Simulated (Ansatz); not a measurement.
A geometry of Cl$_{2}$ away from equilibrium: step 2 of the relaxation of a generated cell, Cl2 built in the AFLOW prototype A_hR2_166_c. These are PBEsol (plane waves to 420 eV, PAW, scalar-relativistic; Ansatz, an electronic-structure program) values and carry that method's errors. Γ-centred k-mesh 8×8×8 on the run's cell, Fermi–Dirac smearing 0.05 eV.

```xyz
2
Lattice="2.4935 1.4396 5.6914 -2.4935 1.4396 5.6914 0.0000 -2.8793 5.6914" Properties=species:S:1:pos:R:3 pbc="T T T"
Cl     0.0000     0.0000     0.9805
Cl     0.0000     0.0000    16.0936
```

**Question.** What forces act on the atoms (eV/Å)?

**Answer.** 
```
atom    Fx    Fy     Fz
----  ----  ----  -----
Cl1   0.00  0.00   0.61
Cl2   0.00  0.00  -0.61
```

**Question.** What is the pressure?

**Answer.** +0.4 GPa, compression positive.

No spin polarisation in the result. Without a van der Waals term the distances between weakly bound units are poorly fixed.

The run could not lose the symmetry of its start, so the end can be a saddle point.

The end of the path is a generated cell of Cl2: the first start was made by placing the elements on the sites of a structure type, and the end was not matched to a known phase here, so it may be hypothetical. Known forms of Cl2 include space group No. 64.
